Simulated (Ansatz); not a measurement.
Here is the system:

F:
```yaml
crystal:
  lattice:
    - [2.69060, 1.55109, 0.00000]
    - [-2.69060, 1.55109, 0.00000]
    - [-2.18139, 0.00000, 6.91188]
  atoms:
    - { symbol: F, position: [0.50411, 0.49589, 0.40449] }
    - { symbol: F, position: [0.49589, 0.50411, 0.59551] }
    - { symbol: F, position: [0.08258, 0.91742, 0.09529] }
    - { symbol: F, position: [0.91742, 0.08258, 0.90471] }
```

This is the r²SCAN-relaxed structure.

All from plane-wave PAW r²SCAN (Ansatz code), unless another level is named. Predict the smallest direct gap on the standard path.

3.75 eV.

Give the band gap.

3.69 eV (indirect).

And the conduction-band minimum?

at Γ.

Space group C2/m. The first step of the workflow began from a Materials Project structure, measured or hypothetical; the Crystallography Open Database files this formula in space group No. 12, but the cells were not matched. It is not the usual solid phase (space group No. 15). The cell was relaxed with r²SCAN under the symmetry of its start; its stability against distortions is not shown here. The substance is a gas or liquid at ambient conditions. A crystal of weakly bound molecules computed without a dispersion correction: the cell and the soft elastic constants depend strongly on that.

Potentials: the later of the program's two PAW sets.
